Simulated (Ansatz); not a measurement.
# 5 guesses for BiSe4 and where they end

These are results of Ansatz 0.2.0, DFT PBE, scalar-relativistic, plane waves, PAW, not measurements. All cells share a 420 eV cutoff and Γ-centred k meshes spaced at most about 0.3 Å⁻¹ (about 0.25 or finer for metals, 2π included). No spin polarisation in the final relaxations.

Each guess was relaxed in cell and atoms at zero pressure, within the symmetry of its start. Temperature and zero-point effects are left out. Coordination counts Se atoms around Bi (those within 1.25 times the shortest such distance or 1.15 times the sum of covalent radii, 1.27 where that leaves under three; a plus sign parts nearer from farther groups).

| guess | made from | start group | V start (Å³/atom) | end group | V end (Å³/atom) | coordination at the end | gap on mesh (eV) | E over the lowest end (meV/atom) |
| --- | --- | --- | --- | --- | --- | --- | --- | --- |
| 1 | SnI4 type | P-43m | 35.4 | P-43m | 28.4 | Bi 4 | 0 | 380 |
| 2 | random cell | Im-3m | 28.7 | Im-3m | 30.1 | Bi 8 | 0 | 411 |
| 3 | random cell | Fd-3m | 28.6 | ? | ? | ? | ? | ? |
| 4 | HoAu4 type | I4/m | 25.3 | I4/m | 33.9 | Bi 4 | 0 | 0 |
| 5 | SrGa4 type | I4/mmm | 29.0 | I4/mmm | 27.2 | Bi 2+8 | 0 | 201 |

Guess 3 as it starts:

```cif
data_structure
_symmetry_space_group_name_H-M 'Fd-3m:1'
_symmetry_Int_Tables_number 227
_cell_length_a 10.4606
_cell_length_b 10.4606
_cell_length_c 10.4606
_cell_angle_alpha 90.000
_cell_angle_beta 90.000
_cell_angle_gamma 90.000
_cell_volume 1144.65
loop_
_atom_site_label
_atom_site_type_symbol
_atom_site_symmetry_multiplicity
_atom_site_Wyckoff_symbol
_atom_site_fract_x
_atom_site_fract_y
_atom_site_fract_z
_atom_site_occupancy
Bi1 Bi 8 b 0.00000 0.00000 0.50000 1
Se1 Se 32 e 0.35707 0.35707 0.35707 1
```

Q: Fill in the missing row: what does this guess relax into, and where does it rank?

A: It ends in space group Fd-3m (No. 227), with a = 10.449 Å, 28.5 Å³/atom and no gap; its coordination is Bi 4. It lies 0.41 eV/atom over the lowest end, above guess 1 and within the noise of guess 2. Counting Se atoms around Bi, this end and the lowest (guess 4) both have Bi 4. The lowest (guess 4) holds Se–Se chains (shortest 2.47 Å); in this end the shortest Se–Se distance is 2.88 Å, near bonding range too.

```
Bi Se
1.0
     0.00000    5.22474    5.22474
     5.22474    0.00000    5.22474
     5.22474    5.22474    0.00000
Bi Se
2 8
Direct
  0.00000 0.00000 0.00000
  0.25000 0.25000 0.25000
  0.84752 0.84752 0.84752
  0.84752 0.84752 0.45744
  0.84752 0.45744 0.84752
  0.45744 0.84752 0.84752
  0.40248 0.40248 0.79256
  0.40248 0.40248 0.40248
  0.40248 0.79256 0.40248
  0.79256 0.40248 0.40248
```

The zero of energy is the elements' standard structures at the same level; no fitted shifts are applied.

Q: Is the lowest end bound against the elements?

A: No: its formation energy is +0.06 eV/atom. A positive value: parting into the elements would lower its energy.

The k mesh leaves some 4 meV/atom of noise in the energy of each metallic cell. Spin–orbit coupling, which can matter for Bi, is left out. In I4/m, I4/mmm, P-43m, Im-3m an odd number of electrons in the primitive cell allows no gap without spin; a larger cell or a magnetic state could open one. A magnetic state wasn't ruled out in cells without spin, among them I4/mmm, P-43m, Fd-3m, Im-3m. The reference form of Se is held partly by dispersion forces, which this level lacks. Cells relaxed within their symmetry can be saddle points. A lower structure may well exist outside this small set. Some types were kept out of the candidates beforehand, so the set may lack a known form.
